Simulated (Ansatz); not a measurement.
Structure: Mg2SO as one 4-atom ordering (P4/mmm) on the rocksalt lattice, at its r2SCAN minimum. The symmetry is P4/mmm (No. 123, tetragonal); a = 3.408 Å, c = 4.761 Å in the conventional setting, 13.83 Å³ an atom. O is surrounded by 6 Mg at 2.38–2.41 Å; Mg is surrounded by 2 O at 2.38 Å and 4 S at 2.41 Å; S is surrounded by 6 Mg at 2.38–2.41 Å; Mg is surrounded by 2 S at 2.38 Å and 4 O at 2.41 Å.

```cif
data_structure
_symmetry_space_group_name_H-M 'P 1'
_symmetry_Int_Tables_number 1
_cell_length_a 3.4084
_cell_length_b 3.4084
_cell_length_c 4.7611
_cell_angle_alpha 90.000
_cell_angle_beta 90.000
_cell_angle_gamma 90.000
_cell_volume 55.31
loop_
_atom_site_label
_atom_site_type_symbol
_atom_site_fract_x
_atom_site_fract_y
_atom_site_fract_z
_atom_site_occupancy
O1 O 0.00000 0.00000 0.00000 1
Mg1 Mg 0.00000 0.00000 0.50000 1
S1 S 0.50000 0.50000 0.50000 1
Mg2 Mg 0.50000 0.50000 0.00000 1
```

The questions ask for values computed with the PAW code Ansatz on this geometry. The cell comes from a prototype generator: it can be a known phase or a hypothetical one. Spin polarisation is off.

Given (8×8×6 mesh): r2SCAN gives a direct gap of 3.98 eV at Γ.

(1) What does HSE06 give for the gap (6×6×4 mesh)?

(2) How does the gap change from r2SCAN to PBE0 (6×6×4)?

(3) What does G0W0@PBE with 165 empty bands, a screening cutoff of 120 eV and a 4×4×4 mesh give?

(4) How do the levels compare, in gap and in cost?

## Answers

(1) With HSE06 the gap is 4.51 eV and direct, at Γ. The gap differs by +0.53 eV from r2SCAN's.

(2) PBE0 gives a direct gap of 5.23 eV at Γ. The gap differs by +1.25 eV from r2SCAN's.

(3) 4.58 eV (the shift on the mesh added to PBE's least gap). Over the mesh points the PBE gap of 3.18 eV becomes a quasiparticle gap of 4.58 eV (direct at Γ), a change of +1.40 eV. Renormalisation factors Z lie between 0.73 and 0.82. G0W0 here is at a finite number of bands, screening cutoff and k mesh, not at the basis limit.

(4) Taking G0W0@PBE (165 empty bands, 120 eV, 4×4×4), 4.58 eV, as the yardstick (a computed one, not at the basis limit), HSE06 comes nearest, -0.07 eV off, at about 9 times r2SCAN's cost; G0W0 itself took about 7 times r2SCAN's cost. The others: r2SCAN -0.60, PBE0 +0.65, PBE -1.39 eV. The yardstick's own error is a tenth of an eV or more. r2SCAN covers 59 % of the step from PBE to HSE06, while HSE06 needs about 9 times r2SCAN's cost (on a coarser mesh). Among these functionals the gap stays direct.

The meshes of the hybrids are coarse, so their gaps aren't converged to the digits shown.
